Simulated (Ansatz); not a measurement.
LaOF (space group R-3m)

```
CELL_PARAMETERS angstrom
      1.98840     1.14800     6.60909
     -1.98840     1.14800     6.60909
      0.00000    -2.29601     6.60909
ATOMIC_POSITIONS crystal
  La 0.74234 0.74234 0.74234
  La 0.25766 0.25766 0.25766
  O  0.62276 0.62276 0.62276
  O  0.37724 0.37724 0.37724
  F  0.87072 0.87072 0.87072
  F  0.12928 0.12928 0.12928
```

The slice is a (0001) plane (indices of the conventional cell) through the point (0.871, 0.871, 0.871) (fractional), spanned by u = [1 0 -1] and v = [-1 2 -1] in vectors of this cell: u (3.98 Å) and v (6.89 Å, at 90° to u). It covers one period; positions are fractions (u, v).

Calculation: LDA (plane waves to 420 eV, PAW, scalar-relativistic; Ansatz, a first-principles code). k mesh 10×10×10. Inside the PAW spheres the values are not all-electron values, and peaks at nuclei hang on which shells count as valence. LaOF is run without spin polarisation. LaOF was relaxed with its symmetry unable to fall.

Three fields on this plane, each scaled to ten steps between its own extremes (0 low, 9 high; the total valence density on a logarithmic scale, the potential cut 8 eV below its top; x marks points blanked near nuclei; v = 0 in the bottom row):

Map A
```
|xxx5000005xx|
|xxx2000002xx|
|321000100012|
|100000000000|
|652000000025|
|985100000158|
|995004640059|
|8720xxxxx027|
|4202xxxxx202|
|000xxxxxxx00|
|0005xxxxx500|
|0002xxxxx200|
|100012321000|
|000000100000|
|000025652000|
|000158985100|
|640059995004|
|xxx0278720xx|
|xxx2024202xx|
|xxxx00000xxx|
```

Map B
```
|xxx6200026xx|
|xxx4100014xx|
|764200000246|
|653100000135|
|875200000257|
|997422222479|
|997545654579|
|8865xxxxx568|
|6556xxxxx655|
|223xxxxxxx32|
|0026xxxxx620|
|0014xxxxx410|
|000246764200|
|000135653100|
|000257875200|
|222479997422|
|654579997545|
|xxx5688865xx|
|xxx6556556xx|
|xxxx32223xxx|
```

Map C
```
|xxx8887888xx|
|xxx9999999xx|
|667899999876|
|224689998642|
|001479997410|
|000368986300|
|000368986300|
|0004xxxxx400|
|0136xxxxx631|
|456xxxxxxx65|
|7888xxxxx888|
|9999xxxxx999|
|999876667899|
|998642224689|
|997410001479|
|986300000368|
|986300000368|
|xxx4000004xx|
|xxx6310136xx|
|xxxx65456xxx|
```

Task: Assign the maps to these fields: electron localisation function (ELF); valence electron density; electrostatic potential energy of an electron, from the cell's mean.

Result: A is the electron localisation function (ELF); B is the valence electron density; C is the electrostatic potential energy of an electron, from the cell's mean.
